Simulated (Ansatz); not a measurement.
# Relaxing strontium (A15)

Level of theory: DFT, BLYP, plane waves (420 eV) with PAW, scalar-relativistic in Ansatz. (PAW data from PBE, frozen cores regenerated.)

k-point mesh 4×4×4, Fermi-Dirac smearing 0.1 eV, no spin polarisation. Cell and atoms relax.

Starting structure:

```
CELL_PARAMETERS angstrom
7.66624 0.00000 0.00000
0.00000 7.66624 0.00000
0.00000 0.00000 7.66624
ATOMIC_POSITIONS crystal
Sr 0.00000 0.00000 0.00000
Sr 0.50000 0.50000 0.50000
Sr 0.25000 0.00000 0.50000
Sr 0.75000 0.00000 0.50000
Sr 0.50000 0.25000 0.00000
Sr 0.50000 0.75000 0.00000
Sr 0.00000 0.50000 0.25000
Sr 0.00000 0.50000 0.75000
```

**Question.** What cell does the relaxation end in?

**Answer.** Pm-3n with a = 7.703 Å; 57.14 Å³ per atom against 56.32 at the start (1.5 %).

**Question.** How much energy does the relaxation gain?

**Answer.** 0.4 meV per atom.

Path of the relaxation (the plane waves are chosen anew near the end, which can shift the energy a little):

| step | E − E(final) (meV/atom) | V (Å³/atom) | P (GPa) | max force (eV/Å) |
| --- | --- | --- | --- | --- |
| 0 | 0.39 | 56.319 | 0.15 | 0.000 |
| 1 | 0.16 | 56.615 | 0.10 | 0.000 |
| 2 | 0.01 | 57.139 | 0.00 | 0.000 |
| 3 | 0.00 | 57.139 | 0.00 | 0.000 |
